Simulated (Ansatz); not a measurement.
CaO under several functionals and dispersion corrections (calculated)

Starting cell:

```
CELL_PARAMETERS angstrom
0.00000 2.44900 2.44900
2.44900 0.00000 2.44900
2.44900 2.44900 0.00000
ATOMIC_POSITIONS crystal
Ca 0.50000 0.50000 0.50000
O 0.00000 0.00000 0.00000
```

Ansatz, plane waves and PAW, scalar-relativistic (no spin–orbit coupling), 8×8×8 k-mesh. No spin polarisation. In the setting of the table the starting cell (space group Fm-3m) has 3.463 × 3.463 × 3.463 Å, angles 60.0 / 60.0 / 60.0°. Each functional was followed to zero pressure by scaling the cell, shape and atoms held, then fitted over four more volumes within ±4 % of it.

Q: Order the functionals by equilibrium volume, smallest first.
A. rPW86-PBE + rVV10
B. PBE + D3(BJ)
C. BLYP
D. r2SCAN
E. LDA

A: E (13.05 Å³/atom), B (13.69 Å³/atom), D (13.78 Å³/atom), A (14.05 Å³/atom), C (14.44 Å³/atom).

Q: What are the cells and stiffnesses?

A: 
| functional | V0 (Å³/atom) | cell | B0 (GPa) | B′ from the pressures | gap on the mesh | cutoff (eV) |
| --- | --- | --- | --- | --- | --- | --- |
| rPW86-PBE + rVV10 | 14.05 | 3.413 × 3.413 × 3.413 Å, angles 60.0 / 60.0 / 60.0° | 111 | 4.3 | 3.59 eV | 420 |
| BLYP | 14.44 | 3.444 × 3.444 × 3.444 Å, angles 60.0 / 60.0 / 60.0° | 101 | 4.3 | 3.75 eV | 420 |
| PBE + D3(BJ) | 13.69 | 3.382 × 3.382 × 3.382 Å, angles 60.0 / 60.0 / 60.0° | 112 | 4.4 | 3.65 eV | 420 |
| LDA | 13.05 | 3.329 × 3.329 × 3.329 Å, angles 60.0 / 60.0 / 60.0° | 130 | 4.4 | 3.45 eV | 420 |
| r2SCAN | 13.78 | 3.390 × 3.390 × 3.390 Å, angles 60.0 / 60.0 / 60.0° | 117 | 4.3 | 4.20 eV | 500 |

The volumes span 10.7 %, from LDA to BLYP. The stiffness doesn't follow the volume steadily: stiffest LDA (130 GPa at 13.05 Å³/atom), softest BLYP (101 GPa at 14.44 Å³/atom), yet r2SCAN is stiffer than PBE + D3(BJ) in a larger cell (117 against 112 GPa).

Caveats: gaps at these levels are rough, and mostly too small.

Points behind the fit for BLYP:

```json
{"V (Å³/atom)": "13.861", "E − Emin (meV/atom)": "7.85", "P (GPa)": "4.54"}
{"V (Å³/atom)": "14.150", "E − Emin (meV/atom)": "1.87", "P (GPa)": "2.15"}
{"V (Å³/atom)": "14.439", "E − Emin (meV/atom)": "0.00", "P (GPa)": "0.00"}
{"V (Å³/atom)": "14.727", "E − Emin (meV/atom)": "1.75", "P (GPa)": "-1.93"}
{"V (Å³/atom)": "15.016", "E − Emin (meV/atom)": "6.79", "P (GPa)": "-3.66"}
```
